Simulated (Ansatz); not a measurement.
Zone-centre phonons of CaZn$_{2}$Sb$_{2}$: input and output

The calculation used Ansatz 0.2.0, DFT LDA, scalar-relativistic, plane waves, PAW.

Launched with:
```bash
ansatz run input.yaml --threads 2 --pin off --max-ram 6144MiB --backend cpu --events-out ev --progress --plain --runs-dir out
```

Input (bare energies are in eV):
```yaml
crystal:
  lattice:
    - [4.3607925702, 0.0, 0.0]
    - [-2.1803962851, 3.7765571464, 0.0]
    - [0.0, 0.0, 7.2193386103]
  atoms:
    - { symbol: Ca, position: [0.0, 0.0, 0.0] }
    - { symbol: Zn, position: [0.3333333333, 0.6666666667, 0.6335391474] }
    - { symbol: Zn, position: [0.6666666667, 0.3333333333, 0.3664608526] }
    - { symbol: Sb, position: [0.3333333333, 0.6666666667, 0.2558679022] }
    - { symbol: Sb, position: [0.6666666667, 0.3333333333, 0.7441320978] }
basis:
  ecutwfc: 420
kpoints:
  mp_grid: { grid: [12, 12, 6] }
hamiltonian:
  xc: lda
scf:
  occupations: { method: fermi_dirac, width: 0.15 }
output:
  eigenvalues: true
phonons:
  method: dfpt
  eigenvectors: true
```

The end of the output:
```
--- Phonons (Γ-DFPT): 6 representative perturbations + reference, on 242 of 864 k-points (Σ response iterations 22) ---
  k mesh reduced under 2 symmetry operations, with k and −k counted as one. Each operation leaves every solved perturbation unchanged. A smaller set is not used because it would not reduce the number of displacements ...
  ASR residual: 1.214e-4 → 0.000e0 eV/Å²; symmetrization residual: 5.157e-5 eV/Å²
  ASR residual per site (eV/Å²): 1.21e-4 3.29e-5 3.29e-5 4.00e-5 4.00e-5
  Γ frequencies (cm⁻¹): 0.00 0.00 0.00 42.15 42.15 98.67 141.26 141.26 145.79 147.05 178.35 178.35 178.60 178.60 187.72
  non-analytic LO–TO correction: not included (Born effective charges unavailable; polar crystals: no LO–TO splitting at Γ)
```

It took 5.2 min on 2 threads of Intel(R) Xeon(R) Platinum 8488C (Sapphire Rapids), on a shared host, peak memory 3.7 GiB.

In a metal, frequencies and elastic constants depend on the k mesh and the smearing, soft modes and shear constants most. Spin–orbit coupling is left out, which matters for heavy elements. A semilocal functional can close a gap that the real compound has.